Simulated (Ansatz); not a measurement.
Input, command and steps of an Ansatz relaxation.

```yaml
crystal:
  lattice:
    - [4.2648891107, 0.0, 0.0]
    - [-2.1324445553, 3.6935023142, 0.0]
    - [0.0, 0.0, 6.830072835]
  atoms:
    - { symbol: Te, position: [0.3333333333, 0.6666666667, 0.0] }
    - { symbol: Te, position: [0.6666666667, 0.3333333333, 0.5] }
    - { symbol: W, position: [0.3333333333, 0.6666666667, 0.3821] }
    - { symbol: W, position: [0.6666666667, 0.3333333333, 0.8821] }
basis:
  ecutwfc: 420
kpoints:
  mp_grid: { grid: [6, 6, 4] }
hamiltonian:
  xc: pbe
scf:
  occupations: { method: gaussian, width: 0.1 }
  lower_state_search: "off"
output:
  forces: true
  stress: true
  eigenvalues: true
relax:
  adjacent_minimum: "off"
  f_tol: 0.04
  max_steps: 70
  cell: { stress_tol: 0.4 }
```

```bash
ansatz run input.yaml --threads 1 --pin off --max-ram 2560MiB --backend cpu --events-out ev --progress --plain --runs-dir out
```

These are results of DFT PBE, scalar-relativistic, plane waves, PAW (Ansatz 0.2.0), not measurements.

Of 5 frames 5 are shown, positions in Å and forces in eV/Å; the SCF threshold varies from step to step. Steps run on the plane waves of an earlier cell, with a Pulay correction in the pressure. The basis is chosen afresh for the last frame, the zero of the energies, and at times for earlier ones too; energy and pressure step there, also at an unchanged geometry. The mark taken_back stands on steps that the optimiser undid.

```xyz
4
Lattice="4.2649 0.0000 0.0000 -2.1324 3.6935 0.0000 0.0000 0.0000 6.8301" Properties=species:S:1:pos:R:3:forces:R:3 pbc="T T T" step=1 free_energy_over_end_meV_per_atom=29.87 pressure_GPa=6.01
Te    0.0000    2.4623    0.0000    0.0000    0.0000    0.1872
Te    2.1324    1.2312    3.4150    0.0000    0.0000    0.1872
W     0.0000    2.4623    2.6098    0.0000    0.0000   -0.1871
W     2.1324    1.2312    6.0248    0.0000    0.0000   -0.1871
4
Lattice="4.4727 0.0000 0.0000 -2.2363 3.8735 0.0000 0.0000 0.0000 7.0309" Properties=species:S:1:pos:R:3:forces:R:3 pbc="T T T" step=2 free_energy_over_end_meV_per_atom=39.29 pressure_GPa=-5.52 taken_back
Te    0.0000    2.5823    0.0033    0.0000    0.0000   -0.1266
Te    2.2363    1.2912    3.5187    0.0000    0.0000   -0.1266
W     0.0000    2.5823    2.6833    0.0000    0.0000    0.1266
W     2.2363    1.2912    6.1987    0.0000    0.0000    0.1266
4
Lattice="4.3668 0.0000 0.0000 -2.1834 3.7818 0.0000 0.0000 0.0000 6.8971" Properties=species:S:1:pos:R:3:forces:R:3 pbc="T T T" step=3 free_energy_over_end_meV_per_atom=0.88 pressure_GPa=-0.17
Te    0.0000    2.5212   -0.0009    0.0000    0.0000   -0.0501
Te    2.1834    1.2606    3.4477    0.0000    0.0000   -0.0501
W     0.0000    2.5212    2.6362    0.0000    0.0000    0.0501
W     2.1834    1.2606    6.0848    0.0000    0.0000    0.0501
4
Lattice="4.3785 0.0000 0.0000 -2.1892 3.7919 0.0000 0.0000 0.0000 6.8468" Properties=species:S:1:pos:R:3:forces:R:3 pbc="T T T" step=4 free_energy_over_end_meV_per_atom=0.28 pressure_GPa=-0.09
Te    0.0000    2.5279   -0.0110    0.0000    0.0000    0.0013
Te    2.1892    1.2640    3.4124    0.0000    0.0000    0.0013
W     0.0000    2.5279    2.6271    0.0000    0.0000   -0.0013
W     2.1892    1.2640    6.0505    0.0000    0.0000   -0.0013
4
Lattice="4.3785 0.0000 0.0000 -2.1892 3.7919 0.0000 0.0000 0.0000 6.8468" Properties=species:S:1:pos:R:3:forces:R:3 pbc="T T T" step=5 free_energy_over_end_meV_per_atom=0.00 pressure_GPa=-0.10
Te    0.0000    2.5279   -0.0110    0.0000    0.0000    0.0012
Te    2.1892    1.2640    3.4124    0.0000    0.0000    0.0012
W     0.0000    2.5279    2.6271    0.0000    0.0000   -0.0012
W     2.1892    1.2640    6.0505    0.0000    0.0000   -0.0012
```

The start puts this composition into another compound's structure type, which needn't suit it. At the end the space group is P6_3mc (tolerance 0.05 Å).

Time: 32 s on 1 thread of Intel(R) Xeon(R) Platinum 8488C (Sapphire Rapids), with other jobs on the host, peak memory 0.43 GiB.

The k mesh is coarse. Spin–orbit coupling is left out, which can shift energies with elements as heavy as these.